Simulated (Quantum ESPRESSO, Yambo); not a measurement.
K2NaYF6 (space group Fm-3m, No. 225). The geometry is that of Materials Project entry mp-13799, symmetrised and not relaxed again. Chain: PBEsol (pw.x of Quantum ESPRESSO, ONCV potentials, without SOC); G0W0 in Yambo (2×2×2 Γ-centred k mesh, bands 2 to 334 and a 8 Ry block in the screening, 334 bands in G with the Bruneval-Gonze terminator, plasmon pole fitted at 27.2 eV); BSE (4×4×4 mesh, 18 valence and 10 conduction bands, static screening with 105 bands and a 3 Ry block, scissor 3.72 eV, Tamm-Dancoff).

| Item | Result |
|---|---|
| PBEsol gap (dense path) | 6.16 eV |
| PBEsol gap Γ → Γ on the GW mesh | 6.16 eV |
| PBEsol smallest direct gap on the GW mesh, at Γ | 6.16 eV |
| G0W0 direct gap at that point | 9.88 eV |
| G0W0 correction to the gap Γ → Γ | 3.72 eV |
| direct gap on the BSE mesh, with the scissor | 9.88 eV |
| first BSE state allowed for light along x | 8.25 eV |
| lowest BSE state | 8.25 eV |
| binding of the lowest exciton | 1.63 eV |
| RPA electronic dielectric constant along x | 1.93 (4×4×4 mesh, PBEsol bands) |

Rough cost of the Yambo steps against G0W0 for 6 states: BSE about 3×, one RPA spectrum about 1/8.

Nearest settings tried, and what they do to the gap: 215 bands in G: +8 meV; 3 Ry block (137 vectors against 531): +193 meV. Not varied: bands in W, mesh. So the settings aren't converged at that level. The k mesh is coarse. The BSE states are vertical excitations (zero momentum). Convergence of the RPA response with its 4×4×4 mesh was not tested. Convergence of the binding with the mesh was not shown.

The structure is a Materials Project entry; no match was found in the copy of COD used, and its stability was not checked.
